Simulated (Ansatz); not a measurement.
Hf (hcp (Mg type)), relaxed with PBE (Ansatz, a program for electronic structure, plane waves, PAW): a = b = 3.205 Å, c = 5.067 Å, α = β = 90.00°, γ = 120.00°.

Task: The same phase is relaxed and computed with r²SCAN in the same code. What is the cell now?

Result: a = 3.198 Å, b = 3.198 Å, c = 5.046 Å, α = 90.00°, β = 90.00°, γ = 120.00°.

All cells were relaxed under the symmetry of their starts (and spin orders); stability against distortions was not tested throughout. Rows with no word on spin ran without spin polarisation. Scalar-relativistic: spin–orbit coupling is off unless named, which matters more the heavier the elements.

Potentials: the earlier of the program's two PAW sets.

Ansatz is a plane-wave DFT program.
